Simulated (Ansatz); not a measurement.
Hf3Ge:
```yaml
crystal:
  lattice:
    - [10.84858, 0.00000, 0.00000]
    - [0.00000, 10.84858, 0.00000]
    - [0.00000, 0.00000, 5.36272]
  atoms:
    - { symbol: Hf, position: [0.71623, 0.81884, 0.50489] }
    - { symbol: Hf, position: [0.68116, 0.21623, 0.00489] }
    - { symbol: Hf, position: [0.28377, 0.18116, 0.50489] }
    - { symbol: Hf, position: [0.31884, 0.78377, 0.00489] }
    - { symbol: Hf, position: [0.78377, 0.68116, 0.99511] }
    - { symbol: Hf, position: [0.81884, 0.28377, 0.49511] }
    - { symbol: Hf, position: [0.21623, 0.31884, 0.99511] }
    - { symbol: Hf, position: [0.18116, 0.71623, 0.49511] }
    - { symbol: Hf, position: [0.64057, 0.47304, 0.72083] }
    - { symbol: Hf, position: [0.02696, 0.14057, 0.22083] }
    - { symbol: Hf, position: [0.35943, 0.52696, 0.72083] }
    - { symbol: Hf, position: [0.97304, 0.85943, 0.22083] }
    - { symbol: Hf, position: [0.85943, 0.02696, 0.77917] }
    - { symbol: Hf, position: [0.47304, 0.35943, 0.27917] }
    - { symbol: Hf, position: [0.14057, 0.97304, 0.77917] }
    - { symbol: Hf, position: [0.52696, 0.64057, 0.27917] }
    - { symbol: Hf, position: [0.60675, 0.91822, 0.02683] }
    - { symbol: Hf, position: [0.58178, 0.10675, 0.52683] }
    - { symbol: Hf, position: [0.39325, 0.08178, 0.02683] }
    - { symbol: Hf, position: [0.41822, 0.89325, 0.52683] }
    - { symbol: Hf, position: [0.89325, 0.58178, 0.47317] }
    - { symbol: Hf, position: [0.91822, 0.39325, 0.97317] }
    - { symbol: Hf, position: [0.10675, 0.41822, 0.47317] }
    - { symbol: Hf, position: [0.08178, 0.60675, 0.97317] }
    - { symbol: Ge, position: [0.70408, 0.45896, 0.21403] }
    - { symbol: Ge, position: [0.04104, 0.20408, 0.71403] }
    - { symbol: Ge, position: [0.29592, 0.54104, 0.21403] }
    - { symbol: Ge, position: [0.95896, 0.79592, 0.71403] }
    - { symbol: Ge, position: [0.79592, 0.04104, 0.28597] }
    - { symbol: Ge, position: [0.45896, 0.29592, 0.78597] }
    - { symbol: Ge, position: [0.20408, 0.95896, 0.28597] }
    - { symbol: Ge, position: [0.54104, 0.70408, 0.78597] }
```

Relaxed with PBEsol. Special points in fractions of this cell's reciprocal vectors: Γ (0.000, 0.000, 0.000); X (0.000, 0.500, 0.000); M (0.500, 0.500, 0.000); Z (0.000, 0.000, 0.500); R (0.000, 0.500, 0.500); A (0.500, 0.500, 0.500).

Task: List the band energies nearest the Fermi level at these points for DFT-PBEsol in the program Ansatz with PAW potentials.

Result: In eV from the Fermi level; about four levels below and three above (degenerate sets whole), none deeper than 8.9 eV; points with the same levels are listed once.

```
k                                below                above
-  -----------------------------------  -------------------
Γ              -0.24 -0.24 -0.24 -0.22       0.00 0.08 0.16
X              -0.19 -0.19 -0.12 -0.12  0.23 0.23 0.50 0.50
M  -0.13 -0.13 -0.13 -0.13 -0.03 -0.03  0.13 0.13 0.49 0.49
Z              -0.14 -0.14 -0.13 -0.13  0.03 0.03 0.11 0.11
R              -0.29 -0.29 -0.01 -0.01  0.12 0.12 0.17 0.17
A               -0.21 -0.20 -0.15 0.00  0.08 0.08 0.09 0.09
```

Space group P4_2/n. The workflow started from a Materials Project entry (that database holds measured and hypothetical structures alike); the Crystallography Open Database copy checked does not list it. Whether it is the stable phase at ambient conditions was not checked. The PBEsol relaxation kept the symmetry of its start; whether a distortion lowers the energy is not shown. No spin polarisation was allowed. Scalar-relativistic: spin–orbit coupling is off unless named, which matters more the heavier the elements.

Potentials: the later of the program's two PAW sets.
